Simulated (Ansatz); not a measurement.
## Fields on a plane of CaSe (rock salt)

```yaml
crystal:
  lattice:
    - [0.00000, 2.96734, 2.96734]
    - [2.96734, 0.00000, 2.96734]
    - [2.96734, 2.96734, 0.00000]
  atoms:
    - { symbol: Ca, position: [0.00000, 0.00000, 0.00000] }
    - { symbol: Se, position: [0.50000, 0.50000, 0.50000] }
```

The slice is a {110} plane (indices of the conventional cell) through the point (0.000, 0.000, 0.000) (fractional), spanned by u = [100] and v = [1 -1 -1] in vectors of this cell: u (4.20 Å) and v (5.93 Å, at 90° to u). It covers one period; positions are fractions (u, v).

Atoms on it: Ca at (0.00, 0.00); Se at (0.00, 0.50).

All values below come from r2SCAN (plane waves to 500 eV, PAW, scalar-relativistic; Ansatz, a program for electronic structure). k mesh 10×10×10. Inside the PAW spheres the values are not all-electron values, and peaks at nuclei hang on which shells count as valence. CaSe was relaxed with its symmetry unable to fall.

```
|####**++--....        ....--++**##|
|****++==::..            ..::==++**|
|++++==--..                ..--==++|
|----::....                ....::--|
|::::::....                ....::::|
|::::::....                ....::::|
|------::::..            ..::::----|
|====----::::..        ..::::----==|
|++++====--::....    ....::--====++|
|##**++==--::::..    ..::::--==++**|
|@@%%**++==--::........::--==++**%%|
|@@@@##++==--::........::--==++##@@|
|@@%%**++==--::........::--==++**%%|
|##**++==--::::..    ..::::--==++**|
|++++====--::....    ....::--====++|
|====----::::..        ..::::----==|
|------::::..            ..::::----|
|::::::....                ....::::|
|::::::....                ....::::|
|----::....                ....::--|
|++++==--..                ..--==++|
|****++==::..            ..::==++**|
|####**++--....        ....--++**##|
|####**++--................--++**##|
```
Scale: ten equal steps from -1.63 (start of ' ') to 1.66 (end of '@'), in the order ' .:-=+*#%@'. Values: log₁₀ of the valence density in e/Å³. The map has 17 points along u (two characters each, u = 0 at the left) and 24 along v (v = 0 in the bottom row). The scale is logarithmic, as a density can span decades between atoms and voids.

```
|xx@@=        =@@x|
|x@@#.        .#@@|
|@@#-          -#@|
|=-.            .-|
|                 |
|===-:.      .:-==|
|%%%#*=.    .=*#%%|
|@@@@%*=.  .=*%@@@|
|@@@@@%+:  :+%@@@@|
|x#%@@%*-  -*%@@%#|
|xx#@@%#-  -#%@@#x|
|xxx%@@#-  -#@@%xx|
|xx#@@%#-  -#%@@#x|
|x#%@@%*-  -*%@@%#|
|@@@@@%+:  :+%@@@@|
|@@@@%*=.  .=*%@@@|
|%%%#*=.    .=*#%%|
|===-:.      .:-==|
|                 |
|=-.            .-|
|@@#-          -#@|
|x@@#.        .#@@|
|xx@@=        =@@x|
|xxx@+        +@xx|
```
Scale: ten equal steps from 0.02 (start of ' ') to 0.86 (end of '@'), in the order ' .:-=+*#%@'. Values: electron localisation function (ELF). The map has 17 points along u (one character each, u = 0 at the left) and 24 along v (v = 0 in the bottom row). Points within 0.5 Å of a nucleus are blanked (x), as the pseudised field means little there.

| Quantity | Value |
|---|---|
| Density on the Ca–Se line (2.97 Å) at its density minimum, 1.3 Å from Ca | 0.15 e/Å³ |
| ELF at that point | 0.1 |
| ELF maximum in the middle third of the Ca–Se line | 0.81, 1.9 Å from Ca |
